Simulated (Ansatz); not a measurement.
ScIr3: computed property card

ScIr3:
Space group Pm-3m (No. 221); a = b = c = 3.870 Å, α = β = γ = 90.00°

```
atom  site  symmetry       x       y       z
----  ----  --------  ------  ------  ------
Sc      1a      m-3m  0.0000  0.0000  0.0000
Ir      3c    4/mm.m  0.0000  0.5000  0.5000
```

Space group Pm-3m (No. 221), Cu3Au type; conventional cell a = 3.8702 Å, b = 3.8702 Å, c = 3.8702 Å, α = 90.00°, β = 90.00°, γ = 90.00°.

Method: DFT-LDA in the program Ansatz with PAW potentials. The cell and atoms are relaxed at this level. Other levels are named where they apply.

### Cell and energy

- Volume per atom: 14.49 Å³
- Density: 17.81 g/cm³
- Formation energy from the elements (no fitted shifts): -0.63 eV/atom

### Electronic structure

Electronic character: metallic (no gap)
Density of states at the Fermi level: 1.1 states/eV per atom (mean over ±0.08 eV)

### Mechanics

Bulk modulus (Birch–Murnaghan fit): 288 GPa
Pressure derivative B′: 4.7
Elastic constants (relaxed ions, GPa): C11 = 401, C12 = 232, C44 = 195
Mechanical stability: stable (all eigenvalues of C positive)
Hill bulk and shear moduli: 288 and 139 GPa
Young's modulus: 360 GPa
Poisson's ratio: 0.29
Debye temperature from the elastic constants: 381 K

### Phonons

* **Highest zone-centre frequency**: 269 cm⁻¹
* **Zone-centre stability**: no imaginary mode at Γ

The first step of the workflow began from a Materials Project structure, measured or hypothetical; the Crystallography Open Database copy checked does not list it. With Sc and Ir taken as one species the cell has the higher symmetry Fm-3m, so it may be an ordered model of a mixed-site phase. Its standing as an ambient phase is unchecked. Symmetry was held in the LDA relaxation. No spin polarisation was allowed. As this level gives no gap, shear constants depend on the k-mesh and smearing (Fermi–Dirac, 0.1 eV here). As this level gives no gap, phonon frequencies hold no LO–TO term and depend on the k-mesh and smearing (Fermi–Dirac, 0.1 eV here). The references are the lowest solids computed at this level, not always the standard phases. Scalar-relativistic: spin–orbit coupling is off unless named, which matters more the heavier the elements.

Potentials: the later of the program's two PAW sets.
